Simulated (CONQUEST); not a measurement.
Consider a self-consistent single point of BaTiO3 (P4mm, 5 atoms in the cell; from Materials Project mp-5986, changed as shown).

```xyz
5
Lattice="3.9364 0.0000 0.0000 0.0000 3.9364 0.0000 0.0000 0.0000 4.0472" Properties=species:S:1:pos:R:3 pbc="T T T"
Ba     1.9682     1.9682     2.3577
Ti     0.0000     0.0000     0.4049
O      0.0000     1.9682     0.2599
O      1.9682     0.0000     0.2599
O      0.0000     0.0000     2.2218
```

Level of theory: PBE, numerical atomic orbitals double-zeta with polarisation (the shipped basis), PseudoDojo norm-conserving potentials made for PBE (CONQUEST).

CONQUEST settings:

* **basis**: DZP
* **Diag.MPMeshX, Y, Z**: 5 5 5
* **potentials**: PseudoDojo norm-conserving PBE
* **Grid.GridCutoff**: 175 Ha
* **DM.SolutionMethod**: diagon
* **Diag.SmearingType**: 1
* **Diag.kT**: 0.000367 Ha
* **Diag.GammaCentred**: true
* **Diag.MPOrder**: 0
* **minE.SCTolerance**: 1.0e-06
* **SC.MaxIters**: 100
* **SC.LinearMixingFactor**: 0.3
* **AtomMove.TypeOfRun**: static

### Question
Estimate, at this level of theory: pressure and largest force (vector length).

### Answer
The run gave:

* **Pressure**: 11.29 GPa
* **Largest force (vector length)**: 0.553 eV/Å

For comparison: a first run was changed to give this one (volume scaled by 0.96), and from it to this one the free energy rises by 23.5 meV/atom, the pressure goes from 3.52 to 11.29 GPa and the largest force goes from 0.134 to 0.553 eV/Å.

The program uses no crystal symmetry, so grid and mesh can part values that symmetry would make equal. The atom-centred basis is finite, which shifts total energies, pressures and forces against plane waves. The structure comes from a collection of computed structures, made at another level of theory; the collection holds predicted forms beside known ones.

Cost on one core: around 110 core-seconds (rough).
